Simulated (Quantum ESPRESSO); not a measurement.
```
VZn2N3
1.0
    4.74885    -2.78105     0.00000
    4.74885     2.78105     0.00000
    0.00000     0.00000     5.23977
N V Zn
6 2 4
Direct
  0.83327   0.47201   0.64103
  0.16673   0.52799   0.14103
  0.52799   0.16673   0.64103
  0.47201   0.83327   0.14103
  0.85352   0.14648   0.18144
  0.14648   0.85352   0.68144
  0.83771   0.16229   0.53829
  0.16229   0.83771   0.03829
  0.83037   0.50295   0.02692
  0.16963   0.49705   0.52692
  0.49705   0.16963   0.02692
  0.50295   0.83037   0.52692
```

The geometry is that of Materials Project entry mp-1029262, symmetrised and not relaxed again.

Problem. What does LDA (Quantum ESPRESSO, PseudoDojo norm-conserving, 84 Ry, without SOC) give for the electronic structure near the Fermi level?

Solution. The LDA gap is indirect, 1.17 eV, from X to Y; the smallest direct gap is 1.35 eV. The 3d shell has no Hubbard U; the runs are without spin polarisation, and magnetic order was not tried.

The structure is a Materials Project entry; no match was found in the copy of COD used, and its stability was not checked.

Letters of k points follow the standard setting of the lattice, whose axes may be ordered differently from the printed cell.
